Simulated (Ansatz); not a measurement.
**Zn4O: rattling a relaxed structure**

It was reached by relaxing an invented guess, and it needn't be the stable form of this composition.

Computed with DFT PBE, scalar-relativistic, plane waves, PAW in Ansatz. Plane waves to 420 eV, a k mesh through Γ of 12×12×4 on the computed 5-atom cell and Gaussian smearing (0.10 eV); no spin polarisation.

The cell below (5 atoms, space group P3m1 (No. 156)) is relaxed within its symmetry.

```
CELL_PARAMETERS angstrom
3.03970 0.00000 0.00000
-1.51985 2.63246 0.00000
0.00000 0.00000 9.03705
ATOMIC_POSITIONS crystal
Zn 0.66667 0.33333 0.01879
Zn 0.00000 0.00000 0.69996
Zn 0.33333 0.66667 0.46340
Zn 0.00000 0.00000 0.23631
O 0.66667 0.33333 0.80607
```

For the test a repeat of it with 10 atoms (edges 3.04, 5.26, 9.04 Å) was strained at random (σ = 1.5 % a component), the atoms were moved at random (σ = 0.05 Å), and all was relaxed again on a coarse 8×4×4 mesh (in the run’s order of axes) with 0.20 eV smearing, with no symmetry imposed.

Question: What happens?

Answer: It returns, within 1 meV/atom of the unmoved cell on that mesh and with the same symmetry when read at 0.1 Å (P1 at 0.01 Å, so small strains and shifts remain). No instability shows in this cell; modes of other wave vectors, which need another repeat, aren't tested.
